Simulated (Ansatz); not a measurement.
**Data sheet: NbRu (DFT)**

NbRu:
```xyz
6
Lattice="4.6095 0.0000 0.0000 0.0000 3.0666 0.0000 -1.5418 0.0000 6.7786" Properties=species:S:1:pos:R:3 pbc="T T T"
Nb     2.6838     0.0000     2.1943
Nb     0.3839     0.0000     4.5843
Nb     0.0000     0.0000     0.0000
Ru     2.3048     1.5333     0.0000
Ru     0.4126     1.5333     2.3588
Ru     2.6550     1.5333     4.4198
```

Space group P2/m (No. 10); conventional cell a = 4.610 Å, b = 3.067 Å, c = 6.952 Å, α = 90.00°, β = 102.81°, γ = 90.00°.

Method: plane-wave PAW PBE (Ansatz code). Geometry: relaxed at this level of theory. Other levels are named where they apply.

**Cell and energy**

- Volume per atom = 15.97 Å³
- Density = 10.08 g/cm³
- Formation energy from the elements (no fitted shifts) = -0.21 eV/atom

**Electronic structure**

* **Electronic character**: metallic (no gap)
* **Density of states at the Fermi level**: 1.0 states/eV per atom (mean over ±0.08 eV)

The start of the workflow was typed in or built on a structure type; neither database checked (COD, Materials Project) lists it. COD files the formula under space group No. 123, 221. Its standing as an ambient phase is unchecked. The cell was relaxed with PBE under the symmetry of its start; whether a distortion lowers the energy is not shown. The run is not spin-polarised. Axis ratios of metals converge slowly with the k-mesh, so a and c are less sure than the volume. The references are the lowest solids computed at this level, not always the standard phases. Spin–orbit coupling is left out wherever it is not named.

Potentials: the earlier of the program's two PAW sets.
